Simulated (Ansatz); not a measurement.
MgO:
```xyz
2
Lattice="0.0000 2.1038 2.1038 2.1038 0.0000 2.1038 2.1038 2.1038 0.0000" Properties=species:S:1:pos:R:3 pbc="T T T"
Mg     0.0000     0.0000     0.0000
O      2.1038     2.1038     2.1038
```

x, y and z are the axes in which the lattice vectors are written.

Task: Give the high-frequency dielectric tensor and the Born effective charge tensors of the independent atoms from DFPT, DFT-r²SCAN in the program Ansatz with PAW potentials.

Result: 
ε∞:
```
3.00  0.00  0.00
0.00  3.00  0.00
0.00  0.00  3.00
```
Z* of atom 1 (Mg), rows: field, columns: displacement, in e:
```
1.98  0.00  0.00
0.00  1.98  0.00
0.00  0.00  1.98
```
Z* of atom 2 (O), rows: field, columns: displacement, in e:
```
-1.98   0.00   0.00
 0.00  -1.98   0.00
 0.00   0.00  -1.98
```

Static charges for comparison (Bader): Mg1 +1.74, O2 -1.74 e. Born charges measure polarisation by displacement and can exceed these by far.

Space group Fm-3m (rock salt). Symmetry was held in the r²SCAN relaxation.

Potentials: the earlier of the program's two PAW sets.
